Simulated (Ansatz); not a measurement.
The elements of this relaxed trial crystal are hidden behind letters.

```
lattice vectors (Å)
   2.9508    0.0000    0.0000
  -1.4754    2.5554    0.0000
   0.0000    0.0000   13.1134
fractional positions
X 0.3333 0.6667 0.6098
X 0.0000 0.0000 0.8060
X 0.3333 0.6667 0.0000
X 0.0000 0.0000 0.1940
X 0.3333 0.6667 0.3902
Z 0.0000 0.0000 0.5000
```

The calculation used DFT PBE, scalar-relativistic, plane waves, PAW in Ansatz 0.2.0. Settings of the last relaxation (6-atom cell): 420 eV, 12×12×4 k points, Gaussian smearing of 0.10 eV, no spin polarisation.

```
Space group                                : P-6m2 (No. 187)
Conventional cell                          : a = 2.951 Å, c = 13.113 Å
Volume per atom                            : 16.48 Å³
Density                                    : 15.40 g/cm³
Formation energy                           : +0.11 eV/atom
Gap on the 12×12×4 mesh of the 6-atom cell : 0 eV (a metal)
```

Energies are uncorrected and count from the elements' standard states at the same level.

Q: X is a d-block element of period 6 and Z is a p-block element of period 2. Which elements are they?

A: X = Ta, Z = C, so the formula is Ta5C. Density times volume gives a mean mass of 15.40 × 16.48/1.6605 = 152.8 u per atom, and this set has 152.8 u. Among the elements that the hints allow, noble gases aside, only these give it. Ta on a site of symmetry 3m has 3 C at 2.23 Å and 10 Ta at 2.88–3.09 Å; around Ta on a second site of symmetry 3m lie 12 Ta at 2.95–3.09 Å; around C lie 6 Ta at 2.23 Å; 1 more site not described.

Spin–orbit coupling, which can matter for Ta, is left out. The cell is a metal run without spin; a magnetic state may lie lower. A structure relaxed within its symmetry needn't be a true minimum.
